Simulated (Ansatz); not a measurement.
Point defect: Cu interstitial in Cu

All numbers below come from DFT PBEsol, scalar-relativistic, plane waves, PAW (Ansatz 0.2.0). Run with 420 eV cutoff, 4×4×4 k-mesh, Gaussian smearing of 0.10 eV, no spin polarisation.

Host crystal, relaxed:

```cif
data_structure
_symmetry_space_group_name_H-M 'P 1'
_symmetry_Int_Tables_number 1
_cell_length_a 2.5197
_cell_length_b 2.5197
_cell_length_c 2.5197
_cell_angle_alpha 60.000
_cell_angle_beta 60.000
_cell_angle_gamma 60.000
_cell_volume 11.31
loop_
_atom_site_label
_atom_site_type_symbol
_atom_site_fract_x
_atom_site_fract_y
_atom_site_fract_z
_atom_site_occupancy
Cu1 Cu 0.00000 0.00000 0.00000 1
```

Supercell of 27 atoms, rows in host cell vectors: 0 0 -3; 0 -3 0; -3 0 0. Atoms relax at the host's cell from a start displaced at random by 0.06 Å near the defect, so other minima may exist. The cell is small, so energies carry finite-size errors of tenths of an eV. The host is a metal.

Defect: Cu interstitial, charge 0.

Command:

```bash
ansatz run input.yaml --threads 4 --pin off --max-ram 8192MiB --backend cpu --events-out ev --progress --plain --runs-dir out
```

The input:

```yaml
crystal:
  lattice:
    - [-5.3451189122, -5.3451189122, 0.0]
    - [-5.3451189122, 0.0, -5.3451189122]
    - [0.0, -5.3451189122, -5.3451189122]
  atoms:
    - { symbol: Cu, position: [0.6666666667, 0.6666666667, 0.6666666667] }
    - { symbol: Cu, position: [0.3333333333, 0.6666666667, 0.6666666667] }
    - { symbol: Cu, position: [0.0082031985, 0.6461611474, 0.6721039744] }
    - { symbol: Cu, position: [0.6666666667, 0.3333333333, 0.6666666667] }
    - { symbol: Cu, position: [0.3333333333, 0.3333333333, 0.6666666667] }
    - { symbol: Cu, position: [0.0, 0.3333333333, 0.6666666667] }
    - { symbol: Cu, position: [0.6565402231, 0.0114975987, 0.665427427] }
    - { symbol: Cu, position: [0.3333333333, 0.0, 0.6666666667] }
    - { symbol: Cu, position: [0.0025306053, -0.0078399633, 0.6717851995] }
    - { symbol: Cu, position: [0.6666666667, 0.6666666667, 0.3333333333] }
    - { symbol: Cu, position: [0.3333333333, 0.6666666667, 0.3333333333] }
    - { symbol: Cu, position: [0.0, 0.6666666667, 0.3333333333] }
    - { symbol: Cu, position: [0.6666666667, 0.3333333333, 0.3333333333] }
    - { symbol: Cu, position: [0.3333333333, 0.3333333333, 0.3333333333] }
    - { symbol: Cu, position: [0.0, 0.3333333333, 0.3333333333] }
    - { symbol: Cu, position: [0.6666666667, 0.0, 0.3333333333] }
    - { symbol: Cu, position: [0.3333333333, 0.0, 0.3333333333] }
    - { symbol: Cu, position: [0.0, 0.0, 0.3333333333] }
    - { symbol: Cu, position: [0.656555351, 0.6445412507, 0.0168219943] }
    - { symbol: Cu, position: [0.3333333333, 0.6666666667, 0.0] }
    - { symbol: Cu, position: [-0.0032953161, 0.6890530712, -0.0051588588] }
    - { symbol: Cu, position: [0.6666666667, 0.3333333333, 0.0] }
    - { symbol: Cu, position: [0.3333333333, 0.3333333333, 0.0] }
    - { symbol: Cu, position: [0.0, 0.3333333333, 0.0] }
    - { symbol: Cu, position: [0.6627834156, 0.0038256986, 0.00523283] }
    - { symbol: Cu, position: [0.3333333333, 0.0, 0.0] }
    - { symbol: Cu, position: [0.0, 0.0, 0.0] }
    - { symbol: Cu, position: [0.8351383786, 0.843084965, 0.8179480874] }
basis:
  ecutwfc: 420
  xc_grid: 2
kpoints:
  mp_grid: { grid: [4, 4, 4], shift: [0.0, 0.0, 0.0] }
hamiltonian:
  xc: pbesol
scf:
  occupations: { method: gaussian, width: 0.1 }
output:
  forces: true
  stress: false
  eigenvalues: true
  write_density: true
  write_potential: true
  elf: true
  volumetric_format: npy
relax:
  adjacent_minimum: "off"
  f_tol: 0.025
  max_steps: 45
```

From the output:

```
Warning: RAYON_NUM_THREADS=4 ignored (pool sized by the plan → 4); use --threads N
Crystal: 28 atoms, lattice volume = 305.423 Å³
Basis set: ecut = 420 eV, 5961 PW (Γ), exchange–correlation on 108×108×108 points (8 copies of the dense FFT grid, shifted against one another)
Bands: 320, of which v1, the nominal top of the filled ones, is band 266 counted from 1 (265 counted from 0)
Symmetry: 1 space group operations
Space group: P1 (ITA 1), of the structure as read, at distance tolerance 6.7e-5 Å
k-points: 36 of 64 (time reversal used)
relax step   1: F+E_penalty+E_count = -184472.01786713 eV  Δ(F+E_penalty+E_count) = +0.000e0 eV  max|allowed force component| = 1.853e1 eV/Å  Δτ_max = 0.0000 Å
relax step   2: F+E_penalty+E_count = -184478.79309784 eV  Δ(F+E_penalty+E_count) = -6.775e0 eV  max|allowed force component| = 6.405e0 eV/Å  Δτ_max = 0.1817 Å
relax step   3: F+E_penalty+E_count = -184480.67250050 eV  Δ(F+E_penalty+E_count) = -1.879e0 eV  max|allowed force component| = 2.427e-1 eV/Å  Δτ_max = 0.2000 Å
relax step   4: F+E_penalty+E_count = -184480.67749148 eV  Δ(F+E_penalty+E_count) = -4.991e-3 eV  max|allowed force component| = 6.097e-3 eV/Å  Δτ_max = 0.0600 Å
relax step   5: F+E_penalty+E_count = -184480.67749247 eV  Δ(F+E_penalty+E_count) = -9.877e-7 eV  max|allowed force component| = 6.067e-3 eV/Å  Δτ_max = 0.0000 Å
SCF converged after 6 iterations
Free energy (F): -184480.677492 eV
E sigma→0 (E₀):  -184480.659422 eV
Fermi energy:    18.279297 eV
```

The relaxation gained 8.66 eV in 5 steps. It took 39 min on 4 threads of AMD EPYC (Zen 3), with other jobs on the host, peak memory 3.8 GiB.